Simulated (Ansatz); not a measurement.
Relaxed-ion elastic tensor of Zr (hcp (Mg type), P6_3/mmc) in GPa (Voigt order), plane-wave PAW r²SCAN (Ansatz code); density 6.44 g/cm³, 23.51 Å³ per atom.

```
 146  71.0  63.0   0.0   0.0   0.0
71.0   146  63.0   0.0   0.0   0.0
63.0  63.0   169   0.0   0.0   0.0
 0.0   0.0   0.0  31.3   0.0   0.0
 0.0   0.0   0.0   0.0  31.3   0.0
 0.0   0.0   0.0   0.0   0.0  37.4
```

Task: Is the crystal mechanically stable?

Result: Yes: the smallest eigenvalue of C is 31.3 GPa.

Task: Work out the Voigt, Reuss and Hill averages.

Result: K_V = 94.9, K_R = 94.8, K_H = 94.9; G_V = 37.6, G_R = 36.4, G_H = 37.0 GPa.

Task: Give Young's modulus, Poisson's ratio, Pugh's ratio and the universal anisotropy index.

Result: E = 9KG/(3K + G) = 98.2 GPa; ν = 0.33; K/G = 2.56 (ductile by the Pugh limit of 1.75); A_U = 5G_V/G_R + K_V/K_R − 6 = 0.16.

Task: Estimate the sound speeds and the Debye temperature.

Result: v_l = √((K + 4G/3)/ρ) = 4730 m/s, v_t = √(G/ρ) = 2400 m/s, mean 2690 m/s; Θ = (h/k)(3n/4πV)^(1/3) v_m = 279 K.

Task: Solve the Christoffel equation for the three sound speeds along x, y, z.

Result: Eigenvalues of C_ijkl n_j n_l equal ρv². In km/s, slowest first: x 2.20, 2.41, 4.76; y 2.20, 2.41, 4.76; z 2.20, 2.20, 5.12.

Task: How much does each axis shrink under pressure?

Result: Linear compressibilities β_i = Σ_j S_ij (j = 1 to 3): x 3.7, y 3.7, z 3.2 per TPa.

Symmetry was held in the r²SCAN relaxation; of distortions, only those at the zone centre were tested. No spin polarisation was allowed. As this level gives no gap, shear constants depend on the k-mesh and smearing (Fermi–Dirac, 0.1 eV here).

Potentials: the earlier of the program's two PAW sets.
